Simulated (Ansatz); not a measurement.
The relaxed structure here is a generated cell of SiC: the first start was made by placing the elements on the sites of a structure type, and the end was not matched to a known phase here, so it may be hypothetical. Known forms of SiC include space group No. 186, 216.

A structure of SiC relaxed with PBEsol (plane waves to 420 eV, PAW, scalar-relativistic; Ansatz, an electronic-structure program); single points at other levels follow on the same geometry (Ansatz, PAW; HSE06 at 420 eV on a 4×8×4 k-mesh; no spin-orbit coupling). Space group Pnma (No. 62).

```
CELL_PARAMETERS angstrom
      5.81415     0.00000     0.00000
      0.00000     3.12514     0.00000
      0.00000     0.00000     5.18906
ATOMIC_POSITIONS crystal
  Si 0.15937 0.25000 0.40410
  Si 0.34063 0.75000 0.90410
  Si 0.84063 0.75000 0.59590
  Si 0.65937 0.25000 0.09590
  C  0.82462 0.25000 0.39609
  C  0.67538 0.75000 0.89609
  C  0.17538 0.75000 0.60391
  C  0.32462 0.25000 0.10391
```

```json
[
 {"level": "PBEsol", "gap (eV)": "2.49", "kind": "indirect", "conduction minimum": "U"},
 {"level": "HSE06", "gap (eV)": "3.57", "kind": "–", "conduction minimum": "U"}
]
```

HSE06 gaps come from a coarse mesh plus a few chosen points, so they may be too large. No spin polarisation in the result.

The run could not lose the symmetry of its start, so the end can be a saddle point.
